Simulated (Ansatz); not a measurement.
Values for one crystal, relaxed and computed with LDA (plane waves, PAW; program Ansatz); other levels are named.

| Quantity | Value |
|---|---|
| Volume per atom | 27.10 Å³ |
| Band gap | 0.40 eV (direct) |
| Young's modulus | 45.2 GPa |
| Electronic dielectric constant ε∞ (DFPT) | 8.64 |
| Conduction-band minimum | at Γ |
| Formation energy from the elements (no fitted shifts) | -544 meV/atom |
| Vibrational entropy at 300 K | 42.5 J/(K·mol of atoms) |

Q: Pick the material that matches.
A. BeS, zinc blende
B. PbI2, CdI2 type
C. CdSe, zinc blende
D. BP, zinc blende

A: C, CdSe, zinc blende

Space group F-43m (zinc blende). Symmetry was held in the LDA relaxation; phonons on a q-mesh show no instability. The references are the lowest solids computed at this level, not always the standard phases. Scalar-relativistic: spin–orbit coupling is off unless named, which matters more the heavier the elements.

Potentials: the later of the program's two PAW sets.
